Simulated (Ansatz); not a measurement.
## Calculated quadrupolar parameters for GePt at a changed volume

The cell is an entry of the Crystallography Open Database (COD), relaxed with PBE at fixed cell and then changed (volume scaled by 1.06, ions relaxed).

```
CELL_PARAMETERS angstrom
5.84442 0.00000 0.00000
0.00000 3.77359 0.00000
0.00000 0.00000 6.20740
ATOMIC_POSITIONS crystal
Ge 0.81300 0.75000 0.58845
Ge 0.18700 0.25000 0.41155
Ge 0.68700 0.25000 0.08845
Ge 0.31300 0.75000 0.91155
Pt 0.00430 0.75000 0.19323
Pt 0.99570 0.25000 0.80677
Pt 0.49570 0.25000 0.69323
Pt 0.50430 0.75000 0.30677
```

Atom numbers follow the list; atoms alike are taken as one site, whose name carries the number of the first.

All values are calculated (Ansatz; DFT, PBE, plane waves and PAW, scalar-relativistic, 420 eV cutoff, Γ-centred 8×13×8 k-points, Fermi–Dirac smearing 0.05 eV), not measured.

V_zz is the principal component of the electric field gradient with the largest magnitude, η = (V_xx − V_yy)/V_zz and C_Q = eQV_zz/h. Directions are in the Cartesian axes of the cell vectors above, for the atom listed; none is given where the gradient is under 0.02 or η is above 0.95.

Task: Give the quadrupolar parameters of the distinct sites.

Result: 

```
site  first atom                                               first shell  V_zz (10²¹ V/m²)     η  direction of V_zz (x, y, z)
  Ge           1  6 Pt at 2.51–2.72 Å, 2 Ge at 3.09 Å; also 2 Ge at 3.54 Å             -7.20  0.98                            –
  Pt           5                  6 Ge at 2.51–2.72 Å, 4 Pt at 3.01–3.05 Å              4.80  0.15               0.00 1.00 0.00
```

With no gap above 0.1 eV, as in a metal, the gradients converge slowly in k; expect changes of a tenth or more on a denser mesh. Spin–orbit coupling is left out, which shifts gradients on Pt by a few per cent in wide-gap crystals, and can shift them far more where the calculated gap is small or absent, as here. Where η is near 1 the sign of V_zz means little.

The relaxation (4 steps) took 3.1 min of wall time (3 min of CPU time) and 1.6 GiB at its peak, on 1 thread of Intel Xeon 6975P-C (Granite Rapids) (x86_64; 16 cores open to the job, memory cap 3.0 GiB, no GPU), a shared host with a load of 0.6 a core.
